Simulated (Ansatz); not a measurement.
# Fixed-spin-moment curve of Ni

System: Ni, a measured crystal structure (space group Fm-3m); the cell holds 1 atom. Source: COD entry 9013029, which need not be the ambient phase.

```yaml
crystal:
  lattice:
    - [0.00000, 1.78550, 1.78550]
    - [1.78550, 0.00000, 1.78550]
    - [1.78550, 1.78550, 0.00000]
  atoms:
    - { symbol: Ni, position: [0.00000, 0.00000, 0.00000] }
```

Atoms are numbered from 1 in the order listed.

Computed with DFT, PBE, PAW, plane waves, scalar-relativistic in Ansatz development build ahead of 0.2.0.

```json
{"Plane-wave cutoff": "420 eV", "k-point mesh": "12×12×12 (Γ-centred)", "Occupations": "Fermi–Dirac smearing, 0.1 eV", "Valence electrons": "18"}
```

Moments by site are taken inside atomic spheres; the rest lies between them.

For a metal this mesh leaves errors of several meV/atom.

The total moment of the cell is held fixed (separate Fermi levels for the two spins), shared at the start among the Ni atoms with one sign; no search for lower states follows. F is the free energy per cell, and F(lowest) that of the lowest run, the runs with a free moment included. Each row is one local solution, which need not be the lowest state at that M. The run at M = 0 starts without moments and gives the spin-unpolarised solution. The cell holds one magnetic atom, so only parallel order fits; orders in a larger cell may lie lower.

The run at M = 0.98 μB took 1.2 s on 2 threads of Arm Neoverse V1, on a shared host, peak memory 0.25 GiB.

```
fixed M (μB/cell)  F − F(lowest) (meV/cell)  moments of Ni1 (μB)
             0.00                        36                 0.00
             0.24                        28                 0.26
             0.49                         ?                    ?
             0.73                         2                 0.77
             0.98                        75                 1.00
             1.22                       233                 1.20
             1.47                       522                 1.40
             1.71                         ?                    ?
             1.96                      1516                 1.77
```

(1) Fill in the row for M = 0.49 μB.

(2) Fill in the row for M = 1.71 μB.

(3) Where do runs with a free total moment end?

Results:

(1) 8 meV; moments Ni1 0.53 μB.

(2) 920 meV; moments Ni1 1.58 μB.

(3) “usual moment, free total moment [Ni1 2.00 μB]” ends at 0.67 μB, 0 meV; “usual moment scaled by 0.1, free total moment [Ni1 0.20 μB]” ends at 0.67 μB, 0 meV.
